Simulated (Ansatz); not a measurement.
# Property card for FeSi2

FeSi2:
```
CELL_PARAMETERS angstrom
      2.65990     0.00000     0.00000
      0.00000     2.65990     0.00000
      0.00000     0.00000     5.06556
ATOMIC_POSITIONS crystal
  Fe 0.00000 0.00000 0.00000
  Si 0.50000 0.50000 0.72877
  Si 0.50000 0.50000 0.27123
```

Space group P4/mmm (No. 123); conventional cell a = b = 2.6599 Å, c = 5.0656 Å, α = β = γ = 90.00°.

Method: the program Ansatz at the LDA level (PAW). Geometry: relaxed at this level of theory. Other levels are named where they apply.

### Cell and energy

* **Volume per atom**: 11.95 Å³
* **Density**: 5.19 g/cm³
* **Formation energy from the elements (no fitted shifts)**: -0.56 eV/atom

### Electronic structure

- Electronic character = metallic (no gap)
- Density of states at the Fermi level = 0.28 states/eV per atom (mean over ±0.08 eV)

### Mechanics

Bulk modulus (Birch–Murnaghan fit): 202 GPa
Pressure derivative B′: 4.5
Elastic constants (relaxed ions, GPa): C11 = 376, C12 = 89.2, C13 = 108, C33 = 504, C44 = 122, C66 = 132
Mechanical stability: stable (all eigenvalues of C positive)
Hill bulk and shear moduli: 205 and 137 GPa
Young's modulus: 336 GPa
Poisson's ratio: 0.23
Debye temperature from the elastic constants: 741 K

### Phonons

- Highest zone-centre frequency: 565 cm⁻¹
- Zone-centre stability: no imaginary mode at Γ

The first step of the workflow began from a Materials Project structure, measured or hypothetical; the Crystallography Open Database files this formula in space group No. 123, but the cells were not matched. Whether it is the stable phase at ambient conditions was not checked. Symmetry was held in the LDA relaxation. No spin polarisation was allowed. As this level gives no gap, shear constants depend on the k-mesh and smearing (Fermi–Dirac, 0.1 eV here). As this level gives no gap, phonon frequencies hold no LO–TO term and depend on the k-mesh and smearing (Fermi–Dirac, 0.1 eV here). The references are the lowest solids computed at this level, not always the standard phases.

Potentials: the later of the program's two PAW sets.
